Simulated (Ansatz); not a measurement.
**Ansatz run, YCl₄F**

Input file of Ansatz 0.2.0:

```yaml
crystal:
  lattice:
    - [8.230047, 0.0, 0.0]
    - [-2.194195, 5.645287, 0.0]
    - [-1.700064, -0.140521, 6.668157]
  atoms:
    - { symbol: F, position: [0.7827, 0.1353, 0.2467] }
    - { symbol: F, position: [0.2173, 0.8647, 0.7533] }
    - { symbol: Cl, position: [0.5299, 0.0807, 0.2646] }
    - { symbol: Cl, position: [0.4701, 0.9193, 0.7354] }
    - { symbol: Cl, position: [0.0823, 0.1162, 0.3475] }
    - { symbol: Cl, position: [0.9177, 0.8838, 0.6525] }
    - { symbol: "Y", position: [0.7067, 0.3079, 0.9685] }
    - { symbol: "Y", position: [0.2933, 0.6921, 0.0315] }
    - { symbol: Cl, position: [0.7135, 0.4502, 0.4478] }
    - { symbol: Cl, position: [0.2865, 0.5498, 0.5522] }
    - { symbol: Cl, position: [0.8963, 0.7507, 0.1564] }
    - { symbol: Cl, position: [0.1037, 0.2493, 0.8436] }
kpoints:
  mp_grid: { grid: [3, 3, 3], shift: [0.5, 0.5, 0.5] }
magnetization:
  spin_polarized: false
scf:
  occupations: { method: fermi_dirac }
  lower_state_search: "off"
  max_iter: 200
hamiltonian:
  pseudopotentials: { kind: paw }
  xc: pbe
  hubbard:
    projectors: all-electron-ortho-atomic
    sites: [{ species: "Y", l: d, u_eff: 5.06 }]
basis:
  ecutwfc: 420
  fft_grid_basis: typed
output:
  forces: true
  stress: true
  eigenvalues: true
  populations: true
  elf: true
  write_potential: true
  volumetric_format: npy
  dos:
    e_range: [-12, 8]
    de: 0.05
    projected: { site_lists: { Cl: [Cl], F: [F], "Y": ["Y"] } }
checkpoint:
  read: saved_state
```

The run starts from an earlier solution of this cell. 

Output (shortened):

```
F: projections on atomic orbitals take those of the free atom [He] 2s2 2p5, of charge +0.00 (hamiltonian.pseudopotentials.projection_atoms); the dataset's partial waves leave at most 1.6e-8 of an orbital's norm unspanned inside its sphere
Cl: projections on atomic orbitals take those of the free atom [Ne] 3s2 3p5, of charge +0.00 (hamiltonian.pseudopotentials.projection_atoms); the dataset's partial waves leave at most 2.1e-7 of an orbital's norm unspanned inside its sphere
Y: projections on atomic orbitals take those of the free atom [Ar 3d10] 4s2 4p6 4d1 5s2, of charge +0.00 (hamiltonian.pseudopotentials.projection_atoms); the dataset's partial waves leave at most 3.7e-6 of an orbital's norm unspanned inside its sphere
Pseudopotentials: kind: paw
Pseudopotential: F, paw, valence charge 7, recommended cutoff 420 eV (normal), F.paw.azcp
Pseudopotential: Cl, paw, valence charge 7, recommended cutoff 420 eV (normal), Cl.paw.azcp
Pseudopotential: Y, paw, valence charge 11, recommended cutoff 420 eV (normal), Y.paw.azcp
Functional definition: PBE
  exchange = pbe_x(kappa = kappa, mu = beta*pi^2/3)
  correlation = pbe_c(beta = beta)
Crystal: 12 atoms, lattice volume = 309.809 Å³
Basis set: ecut = 420 eV, 6043 PW (Γ), exchange–correlation on 120×90×96 points (8 copies of the dense FFT grid, shifted against one another)
Bands: 58, of which v1, the nominal top of the filled ones, is band 46 counted from 1 (45 counted from 0)
Symmetry: 2 space group operations
Space group: P-1 (ITA 2), of the structure as read, at distance tolerance 6.8e-5 Å
k-points: 14 of 27
Initial density: read from a saved state, or passed on in memory by an earlier SCF of this step, an earlier step, the calling program or the single point that the run made first
Functional: x = pbe(κ = 0.804, μ = 0.2195), c = pbe(β = 0.0667)
SCF iter   1: F=—  Δρ=3.52e-3  dr2=2.80e-3
SCF iter   2: F=—  Δρ=2.84e-4  dr2=1.95e-4
SCF iter   3: F=—  Δρ=1.59e-4  dr2=6.59e-5
SCF iter   4: F=—  Δρ=9.68e-5  dr2=2.22e-5
SCF iter   5: F=—  Δρ=4.84e-5  dr2=5.72e-6
SCF iter   6: F=—  Δρ=1.71e-5  dr2=5.45e-7
SCF iter   7: F=-17948.4113 eV  Δρ=7.28e-6  dr2=7.84e-8
Free energy (F): -17948.4113 eV
Harris-Foulkes:  -17948.4113 eV  (|F-HF|=2.48e-8)
Internal energy: -17948.1609 eV  (E = F + TS)
E sigma→0 (E₀):  -17948.2861 eV
Entropy (-TS):   -0.2505 eV (-20.872 meV/atom)
Fermi energy:    3.9988 eV
--- Forces (eV/Å), atoms counted from 1 ---
  atom   1  F      3.3339     1.2579    -2.2067
  atom   2  F     -3.3339    -1.2579     2.2067
  atom   3  Cl    -4.9841    -2.3010    -1.2719
  atom   4  Cl     4.9841     2.3010     1.2719
  atom   5  Cl     1.9513     2.2658     0.3653
  atom   6  Cl    -1.9513    -2.2658    -0.3653
  atom   7  Y      0.9393    -0.5965     0.8492
  atom   8  Y     -0.9393     0.5965    -0.8492
  atom   9  Cl    -0.4802     1.8226     2.3784
  atom  10  Cl     0.4802    -1.8226    -2.3784
  atom  11  Cl     0.6213    -1.1402    -1.6309
  atom  12  Cl    -0.6213     1.1402     1.6309
--- Stress (GPa, compression-positive) ---
       13.4158       2.7324      -1.7822
        2.7324       1.7429       0.9467
       -1.7822       0.9467      -2.2133
  P = ⅓ Tr σ = 4.3151 GPa (43.151 kbar)
--- Löwdin populations: 12 sites ---
  site symbol       q [e]
     0      F      7.4782
     1      F      7.4782
     2     Cl      7.1427
     3     Cl      7.1427
     4     Cl      7.1038
     5     Cl      7.1038
     6      Y      9.4163
     7      Y      9.4163
     8     Cl      7.2604
     9     Cl      7.2604
    10     Cl      7.3271
    11     Cl      7.3271
  spilling = 0.0059 (of n_electrons = 92.0000)
```

Origin: a known structure type with other elements, at an estimated volume, so it need not be a known compound. Caveats: many states at the Fermi level without spin polarisation, so a magnetic state may lie lower; the k mesh is coarse if the cell is a metal; a Hubbard term without moments, so a magnetic state may lie lower; atoms or cell far from equilibrium.
